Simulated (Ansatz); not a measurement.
The cell below belongs to a search over invented structures; it isn't taken from experiment.

Input and command of a plane-wave DFT calculation in Ansatz:

```yaml
crystal:
  lattice:
    - [2.4469781282, -5.9437375207, 0.0]
    - [2.4469781282, 5.9437375207, 0.0]
    - [0.0, 0.0, 3.9263767173]
  atoms:
    - { symbol: Si, position: [0.2618147026, 0.7381852974, 0.0] }
    - { symbol: Si, position: [0.1440174521, 0.8559825479, 0.5] }
    - { symbol: Si, position: [0.0, 0.0, 0.0] }
    - { symbol: Si, position: [0.8559825479, 0.1440174521, 0.5] }
    - { symbol: Si, position: [0.7381852974, 0.2618147026, 0.0] }
    - { symbol: Te, position: [0.5, 0.5, 0.5] }
basis:
  ecutwfc: 420
kpoints:
  mp_grid: { grid: [8, 8, 10] }
hamiltonian:
  xc: pbe
scf:
  occupations: { method: gaussian, width: 0.1 }
output:
  forces: true
  stress: true
  eigenvalues: true
  write_density: true
  write_potential: true
  elf: true
  volumetric_format: npy
relax:
  adjacent_minimum: "off"
  f_tol: 0.01
  max_steps: 80
  cell: { stress_tol: 0.05 }
```

```bash
ansatz run input.yaml --threads 1 --pin off --max-ram 2560MiB --backend cpu --events-out ev --progress --plain --runs-dir out
```

Processor: Arm Neoverse N1, 1 thread, on a host shared with other jobs.

Task: Estimate time, memory and problem size.

Result: About 14 min, peak memory 0.64 GiB. It solves 24 bands at 126 k points (after reduction by symmetry) with about 2547 plane waves (on the last cell), in 97 SCF iterations over 16 ionic steps.
